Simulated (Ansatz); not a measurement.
Given:

TaSiNi:
```yaml
crystal:
  lattice:
    - [6.18083, 0.00000, 0.00000]
    - [0.00000, 3.66776, 0.00000]
    - [0.00000, 0.00000, 7.01049]
  atoms:
    - { symbol: Ta, position: [0.51614, 0.25000, 0.82307] }
    - { symbol: Ta, position: [0.48386, 0.75000, 0.17693] }
    - { symbol: Ta, position: [0.98386, 0.75000, 0.32307] }
    - { symbol: Ta, position: [0.01614, 0.25000, 0.67693] }
    - { symbol: Si, position: [0.78312, 0.25000, 0.11421] }
    - { symbol: Si, position: [0.21688, 0.75000, 0.88579] }
    - { symbol: Si, position: [0.71688, 0.75000, 0.61421] }
    - { symbol: Si, position: [0.28312, 0.25000, 0.38579] }
    - { symbol: Ni, position: [0.65660, 0.25000, 0.42934] }
    - { symbol: Ni, position: [0.34340, 0.75000, 0.57066] }
    - { symbol: Ni, position: [0.84340, 0.75000, 0.92934] }
    - { symbol: Ni, position: [0.15660, 0.25000, 0.07066] }
```

This is the r²SCAN-relaxed structure.

All from r²SCAN (plane waves, PAW; program Ansatz), unless another level is named. Give the electronic character.

metallic (no gap).

What about the density of states at the Fermi level?

0.53 states/eV per atom (mean over ±0.08 eV).

Give the formation energy from the elements (no fitted shifts).

-0.72 eV/atom.

Space group Pnma. The workflow started from a Materials Project entry (that database holds measured and hypothetical structures alike); the Crystallography Open Database copy checked does not list it. Whether it is the stable phase at ambient conditions was not checked. The cell was relaxed with r²SCAN under the symmetry of its start; its stability against distortions is not shown here. The run is not spin-polarised. The references are the lowest solids computed at this level, not always the standard phases. Scalar-relativistic: spin–orbit coupling is off unless named, which matters more the heavier the elements.

Potentials: the later of the program's two PAW sets.
